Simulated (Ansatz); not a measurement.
Q: Bi (A7 (α-As type), R-3m) is relaxed with PBE+D3(BJ) (plane waves, PAW; program Ansatz). What lattice parameters of the conventional cell result?

A: a = 4.533 Å, c = 11.659 Å.

Q: Give the free coordinates with the occupied sites.

A: In one choice of origin and axes:

```
atom  site  symmetry       x       y       z
----  ----  --------  ------  ------  ------
Bi      6c        3m  0.0000  0.0000  0.2371
```

Symmetry was held in the PBE+D3(BJ) relaxation. The pairwise dispersion correction was not fitted to metals. Axis ratios of metals converge slowly with the k-mesh, so a and c are less sure than the volume. Spin–orbit coupling is left out wherever it is not named.

Potentials: the later of the program's two PAW sets.
